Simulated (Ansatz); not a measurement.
Here is an unrelaxed guess for CuO.

Only a and b repeat, and vacuum parts the sheet from its images along c.

```
Cu O
1.0
     3.20382    0.00000    0.00000
    -1.59257    2.77996    0.00000
     0.00000    0.00000   15.00000
Cu O
1 1
Direct
  0.97874 0.98260 0.50216
  0.67601 0.33989 0.49784
```

Theory: DFT PBE, scalar-relativistic, plane waves, PAW (Ansatz 0.2.0). Cutoff 420 eV; k points 6×6×1 on the computed 2-atom cell (Γ-centred); Gaussian smearing, width 0.10 eV; collinear spin from starting moments 1.0 0.0 μB.

Energies over the elements count from the elements' standard structures at the same level (O₂ as a molecule), with no fitted energy shifts.

Problem. How far from equilibrium is it?

Solution. The largest force is 1.20 eV/Å, and the energy is −0.29 eV/atom against the elements. The shortest distance is 1.79 Å.

Problem. Is it a good guess?

Solution. A good one: relaxing gains under 0.1 eV/atom (the start's value is from the coarse mesh, so the gain is rough) in 9 ionic steps and ends at −0.33 eV/atom on the finer mesh. The symmetry goes from p1 (No. 1) to p-6m2 (No. 78). The area per atom shrinks by 1.1 %, from 4.5 to 4.4 Å². The shortest distance goes from 1.79 Å (Cu–O) to 1.84 Å (Cu–O). In-plane cell: a = 3.187 Å, b = 3.190 Å, γ = 120.0°, thickness 0.00 Å between the outermost nuclei. Cu at height 0.00 Å has 3 O at 1.84 Å; O at height 0.00 Å has 3 Cu at 1.84 Å.

The last run used collinear spin, a 20×20×1 mesh for its 2-atom cell and Gaussian smearing of 0.10 eV. No Hubbard U is applied to the open shell of Cu. The relaxation can't lower the symmetry of the start, and the grade says only how near the guess is to its own end. Symmetry constrained the relaxation, so the result can be a saddle point.
